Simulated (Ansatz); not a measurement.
Level of theory: DFT LDA, scalar-relativistic, plane waves, PAW (Ansatz 0.2.0). Cutoff 420 eV, Γ-centred k meshes of 864 to 4096 points, fixed occupations in insulators, in metals Fermi–Dirac smearing of 0.15 eV (Gaussian, 0.2 eV, where magnetic), in cells with a very small gap Gaussian smearing of 0.01 eV, no spin polarisation. Values of metals depend on mesh and smearing. Spin–orbit coupling is left out. Each crystal stands at its own equilibrium volume, in the symmetry named.

Order these crystals by the Debye temperature from the elastic constants, lowest first.
A. Ge (I4_1/amd, 2 atoms in the cell, 17.9 Å³/atom, Ge next to 6 Ge)
B. PbSe (Fm-3m, 2 atoms in the cell, 27.6 Å³/atom, Pb next to 6 Se)
C. BaSn5 (P6/mmm, 6 atoms in the cell, 28.1 Å³/atom, Ba next to 14 Sn)
D. TiZn3 (Pm-3m, 4 atoms in the cell, 13.8 Å³/atom, Ti next to 12 Zn)
E. Sc3Al (Pm-3m, 4 atoms in the cell, 20.2 Å³/atom, Al next to 12 Sc)

Results:

C (187 K), B (213 K), A (329 K), D (381 K), E (450 K).